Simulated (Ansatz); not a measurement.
GaN (zinc blende)

```
GaN
1.0
    0.00000     2.24896     2.24896
    2.24896     0.00000     2.24896
    2.24896     2.24896     0.00000
N Ga
1 1
Cartesian
  3.37343   3.37343   3.37343
  0.00000   0.00000   0.00000
```

The slice is a {110} plane (indices of the conventional cell) through the point (0.750, 0.750, 0.750) (fractional), spanned by u = [100] and v = [1 -1 -1] in vectors of this cell: u (3.18 Å) and v (4.50 Å, at 90° to u). It covers one period; positions are fractions (u, v).

Method: r2SCAN (plane waves to 500 eV, PAW, scalar-relativistic; Ansatz, a program for electronic structure). k mesh 13×13×13. Inside the PAW spheres the values are not all-electron values, and peaks at nuclei hang on which shells count as valence. GaN was relaxed with its symmetry unable to fall.

**Question.** What is the valence density on the shortest N–Ga line in this plane (1.95 Å), at its minimum between the atoms?

**Answer.** 0.72 e/Å³.

**Question.** The ELF has a maximum in the middle third of the N–Ga line. Where, and how high?

**Answer.** 0.85, 0.7 Å from N.

**Question.** What is the ELF at the density minimum of the shortest N–Ga line in this plane (1.95 Å)?

**Answer.** 0.4.

**Question.** Predict the map of the valence electron density on the slice.

**Answer.** 
```
|**+=-------=+*|
|+++=========++|
|=====+*#*+====|
|----=*%@%*=---|
|:::-=#@@@#=-::|
|.::-=*%@%*=-::|
|...:-+*#*+-:..|
|  .::-===-::. |
|   .::---::.  |
|   ..:::::..  |
|    .......   |
|      ...     |
|...         ..|
|....       ...|
|:::..     ..::|
|---:.     .:--|
|===-:.   .:-==|
|++==::...::==+|
|**+=-:...:-=+*|
|**+=--:::--=+*|
```
Scale: ten equal steps from -1.44 (start of ' ') to 1.73 (end of '@'), in the order ' .:-=+*#%@'. Values: log₁₀ of the valence density in e/Å³. The map has 14 points along u (one character each, u = 0 at the left) and 20 along v (v = 0 in the bottom row). The scale is logarithmic, as a density can span decades between atoms and voids.
